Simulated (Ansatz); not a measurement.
## Does relaxation matter for the field gradients of PbS with a Pb vacancy?

Start: a supercell of PbS (rock salt type, Fm-3m) built from a COD entry (the entry's cell lengths or inner coordinates differ somewhat from later room-temperature determinations), with all atoms left at the host's positions.

Space group Fm-3m (No. 225); a = 17.7945 Å.

| site | Wyckoff | site symmetry | x | y | z |
| --- | --- | --- | --- | --- | --- |
| Pb1 | 48h | m.m2 | 0.1667 | 0.1667 | 0.0000 |
| Pb4 | 32f | .3m | 0.3333 | 0.1667 | 0.1667 |
| Pb14 | 24e | 4m.m | 0.5000 | 0.5000 | 0.3333 |
| S27 | 32f | .3m | 0.1667 | 0.1667 | 0.1667 |
| S29 | 24e | 4m.m | 0.5000 | 0.5000 | 0.1667 |
| S31 | 48i | m.m2 | 0.5000 | 0.3333 | 0.3333 |
| S40 | 4b | m-3m | 0.5000 | 0.5000 | 0.5000 |

One atom of each set is listed; the run and its k-mesh use a cell of 53 atoms with edges of 12.58, 12.58, 12.58 Å.

Computed with Ansatz: DFT, PBE, plane waves and PAW, scalar-relativistic, 420 eV cutoff, Γ-centred 2×2×2 k-points, Fermi–Dirac smearing 0.01 eV, cell charge -2.

The largest force at the start is 0.50 eV/Å. Relaxing the ions at fixed cell moves them by 0.078 Å at most (atom 1, Pb) and 0.047 Å rms.

```json
{"site": "Pb1", "moved (Å)": "0.078", "first shell before": "6 S at 2.97 Å", "first shell after": "6 S at 2.91–3.00 Å", "V_zz before (10²¹ V/m²)": "4.82", "η before": "0.40"}
{"site": "Pb4", "moved (Å)": "0.023", "first shell before": "6 S at 2.97 Å", "first shell after": "6 S at 2.95–2.97 Å", "V_zz before (10²¹ V/m²)": "-0.047", "η before": "0.00"}
{"site": "Pb14", "moved (Å)": "0.005", "first shell before": "6 S at 2.97 Å", "first shell after": "6 S at 2.89–2.99 Å", "V_zz before (10²¹ V/m²)": "-9.70", "η before": "0.00"}
{"site": "S27", "moved (Å)": "0.016", "first shell before": "6 Pb at 2.97 Å", "first shell after": "6 Pb at 2.97–2.98 Å", "V_zz before (10²¹ V/m²)": "-0.15", "η before": "0.00"}
{"site": "S29", "moved (Å)": "0.068", "first shell before": "5 Pb at 2.97 Å", "first shell after": "5 Pb at 2.89–2.91 Å", "V_zz before (10²¹ V/m²)": "-4.41", "η before": "0.00"}
{"site": "S31", "moved (Å)": "0.027", "first shell before": "6 Pb at 2.97 Å", "first shell after": "6 Pb at 2.95–3.00 Å", "V_zz before (10²¹ V/m²)": "0.80", "η before": "0.24"}
```

Q: What are V_zz and η after the relaxation?

A: 

| site | V_zz after | η after | change of V_zz |
| --- | --- | --- | --- |
| Pb1 | -3.27 | 0.94 | – |
| Pb4 | 0.12 | 0.00 | +0.17 |
| Pb14 | -10.06 | 0.00 | -0.36 |
| S27 | 0.49 | 0.00 | +0.64 |
| S29 | -4.48 | 0.00 | -0.07 |
| S31 | 0.87 | 0.61 | +0.07 |

The largest change of V_zz along a kept axis is on S27, from -0.15 to 0.49. The whole tensor moves most on Pb1, by 1.65 along its most changed direction. In per cent, |V_zz| changes by +4 on Pb, +2 to +8 on S (all sites that start above 0.5, bar those whose gradient vanishes or changes sign or whose main axis turns by over 40°). On S31 V_xx and V_yy change places (or their axes turn by over 50°), so the two values of η hide a larger change. V_zz changes sign on S27 (same axis), Pb4 (same axis). On Pb1 the largest principal value lies along another axis in the second run, so the two V_zz can't be compared directly. Sites without a gradient aren't listed.

The defect repeats with the cell of 53 atoms, so it feels its images: sites between two images don't show the values beside a lone defect, and zeros or small values of η there can come from the images' arrangement. A uniform background compensates the cell's charge. Spin–orbit coupling is left out, which shifts gradients on Pb by a few per cent in wide-gap crystals, and can shift them far more where the calculated gap is small or absent, as here.
Before: With a gap of 0.4 eV on this mesh, small gradients can still move by 0.1 × 10²¹ V/m² or more as the k-mesh gets denser. The neighbours have not yet relaxed around the defect (largest force 0.50 eV/Å), so a real crystal will differ.
After: With a gap of 0.5 eV on this mesh, small gradients can still move by 0.1 × 10²¹ V/m² or more as the k-mesh gets denser.
